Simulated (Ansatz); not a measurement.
K:
```
CELL_PARAMETERS angstrom
     -2.67301     2.67301     2.67301
      2.67301    -2.67301     2.67301
      2.67301     2.67301    -2.67301
ATOMIC_POSITIONS crystal
  K  0.00000 0.00000 0.00000
```

Relaxed with r²SCAN. Special points in fractions of this cell's reciprocal vectors: Γ (0.000, 0.000, 0.000); H (0.500, -0.500, 0.500); N (0.000, 0.000, 0.500); P (0.250, 0.250, 0.250).

Question: List the band energies nearest the Fermi level at these points for r²SCAN in the plane-wave PAW code Ansatz.

Answer: In eV from the Fermi level; about four levels below and three above (degenerate sets whole), none deeper than 8.9 eV; points with the same levels are listed once.

```csv
k,below,above
Γ,-2.28,4.69 4.69 4.69
H,–,1.78 1.78 3.64 3.64 3.64
N,–,0.55 0.60 3.46
P,–,1.50 1.50 1.50
```

Space group Im-3m (bcc (W type)). The r²SCAN relaxation kept the symmetry of its start; phonons on a q-mesh show no instability.

Potentials: the later of the program's two PAW sets.
